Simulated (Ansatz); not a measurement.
## SrTl₂: do energies and stresses tell the same story?

Theory: DFT r2SCAN, scalar-relativistic, plane waves, PAW in Ansatz.

Cutoff 500 eV; k points 12×12×6 on the computed 6-atom cell (Γ-centred); Gaussian smearing, width 0.10 eV; no spin polarisation.

Relaxed cell: P6_3/mmc, a = 5.127 Å, b = 5.127 Å, c = 8.307 Å, α = 90.00°, β = 90.00°, γ = 120.00°, 6 atoms in the primitive cell. Whether it is the stable form of this composition wasn't checked.

Energies at zero smearing and pressures from the stress tensor, at volumes with shape and atoms relaxed:
```json
{"V (Å³/atom)": "27.729", "E − E(first) (meV/atom)": "0.00", "P (GPa)": "5.66"}
{"V (Å³/atom)": "28.675", "E − E(first) (meV/atom)": "-27.98", "P (GPa)": "3.85"}
{"V (Å³/atom)": "29.620", "E − E(first) (meV/atom)": "-46.17", "P (GPa)": "2.34"}
{"V (Å³/atom)": "30.565", "E − E(first) (meV/atom)": "-56.15", "P (GPa)": "1.07"}
{"V (Å³/atom)": "31.511", "E − E(first) (meV/atom)": "-59.24", "P (GPa)": "0.00"}
{"V (Å³/atom)": "32.456", "E − E(first) (meV/atom)": "-56.49", "P (GPa)": "-0.90"}
{"V (Å³/atom)": "33.401", "E − E(first) (meV/atom)": "-48.85", "P (GPa)": "-1.63"}
{"V (Å³/atom)": "34.662", "E − E(first) (meV/atom)": "-32.49", "P (GPa)": "-2.45"}
```

Problem. Check P = −dE/dV between neighbouring volumes, and get the bulk modulus from the pressures alone.

Solution. With 1 eV/Å³ = 160.2 GPa:
| middle V (Å³/atom) | −ΔE/ΔV (GPa) | mean P (GPa) |
| --- | --- | --- |
| 28.202 | 4.742 | 4.756 |
| 29.147 | 3.083 | 3.097 |
| 30.093 | 1.692 | 1.707 |
| 31.038 | 0.524 | 0.539 |
| 31.983 | -0.466 | -0.446 |
| 32.929 | -1.295 | -1.266 |
| 34.032 | -2.080 | -2.043 |

The two differ by 0.04 GPa at most. The mean of two end pressures misses the average over a step by about ΔV² P″/12, up to 0.03 GPa here; with that taken off 0.02 GPa remains. Around V = 31.511 Å³/atom, the two neighbours give B = −V ΔP/ΔV = 31.511 × 1.97 / 1.891 = 32.8 GPa, against B0 = 32.7 GPa from the Birch–Murnaghan fit of the energies.

Spin–orbit coupling is left out, which can shift energies with elements as heavy as these.